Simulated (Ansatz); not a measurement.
Here is the system:

AlRu:
```cif
data_AlRu
_chemical_formula_sum 'Al1 Ru1'
_space_group_name_H-M_alt 'P 1'
_space_group_IT_number 1
_cell_length_a 2.98258
_cell_length_b 2.98258
_cell_length_c 2.98258
_cell_angle_alpha 90.000
_cell_angle_beta 90.000
_cell_angle_gamma 90.000
loop_
_space_group_symop_operation_xyz
  'x, y, z'
loop_
_atom_site_label
_atom_site_type_symbol
_atom_site_fract_x
_atom_site_fract_y
_atom_site_fract_z
_atom_site_occupancy
Al1 Al 0.00000 0.00000 0.00000 1
Ru1 Ru 0.50000 0.50000 0.50000 1
```

This is the r²SCAN-relaxed structure.

Task: All from r²SCAN (plane waves, PAW; program Ansatz), unless another level is named. Predict the density of states at the Fermi level.

Result: 0.78 states/eV per atom (mean over ±0.08 eV).

Task: Give the formation energy from the elements (no fitted shifts).

Result: -713 meV/atom.

Space group Pm-3m (CsCl type). Symmetry was held in the r²SCAN relaxation. No spin polarisation was allowed. The references are the lowest solids computed at this level, not always the standard phases. Scalar-relativistic: spin–orbit coupling is off unless named, which matters more the heavier the elements.

Potentials: the later of the program's two PAW sets.
